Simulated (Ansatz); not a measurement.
Ti:
Space group P6/mmm (No. 191); a = 4.514 Å, b = 4.514 Å, c = 2.799 Å, α = 90.00°, β = 90.00°, γ = 120.00°

```csv
atom,site,symmetry,x,y,z
Ti,1a,6/mmm,0.0000,0.0000,0.0000
Ti,2d,-6m2,0.3333,0.6667,0.5000
```

Relaxed at zero pressure with the program Ansatz at the PBEsol level (PAW).

Task: The volume is raised by 9 % and shape and atoms relax at that volume. What pressure results, and how do the axes share the change?

Result: -8.9 GPa; a 3.0 %, b 3.0 %, c 2.7 %; the energy rises by 44 meV/atom.

Task: Give the new structure.

Result: 
Space group P6/mmm (No. 191); a = b = 4.650 Å, c = 2.875 Å, α = β = 90.00°, γ = 120.00°

```tsv
atom	site	symmetry	x	y	z
Ti	1a	6/mmm	0.0000	0.0000	0.0000
Ti	2d	-6m2	0.3333	0.6667	0.5000
```

The phase is kept; no other phase was compared at this pressure.

This is a known high-pressure phase of the composition, computed here at zero pressure and temperature. The cell was relaxed with PBEsol under the symmetry of its start; of distortions, only those at the zone centre were tested. No spin polarisation was allowed. Axis ratios of metals converge slowly with the k-mesh, so a and c are less sure than the volume.

Potentials: the earlier of the program's two PAW sets.
